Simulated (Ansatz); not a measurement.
SiGe:
```
SiGe
1.0
    3.55640     0.00000     0.00000
   -1.77820     3.07993     0.00000
    0.00000     0.00000     3.22972
Ge Si
1 1
Direct
  0.00000   0.00000   0.00000
  0.66667   0.33333   0.50000
```

Relaxed with PBEsol. Special points in fractions of this cell's reciprocal vectors: Γ (0.000, 0.000, 0.000); M (0.500, 0.000, 0.000); K (0.333, 0.333, 0.000); A (0.000, 0.000, 0.500); L (0.500, 0.000, 0.500); H (0.333, 0.333, 0.500).

### Question
List the band energies nearest the Fermi level at these points for plane-wave PAW PBEsol (Ansatz code).

### Answer
In eV from the Fermi level; about four levels below and three above (degenerate sets whole), none deeper than 8.9 eV; points with the same levels are listed once.

```tsv
k	below	above
Γ	-0.46	0.01 0.01 0.50
M	-8.50 -2.27	0.38 2.12 4.36
K	-8.72 -5.46	3.33 3.41 5.43
A	–	3.09 3.09 3.19 3.19
L	-7.47 -6.58 -4.97 -4.67	1.08 1.35 3.76
H	-4.99 -4.90 -2.02 -1.76	8.91 9.75 10.52
```

Space group P-6m2. A made-up cell: these elements were put on the sites of a structure type; neither database checked (COD, Materials Project) lists it. Its standing as an ambient phase is unchecked. The PBEsol relaxation kept the symmetry of its start; of distortions, only those at the zone centre were tested. Spin–orbit coupling is left out wherever it is not named.

Potentials: the later of the program's two PAW sets.
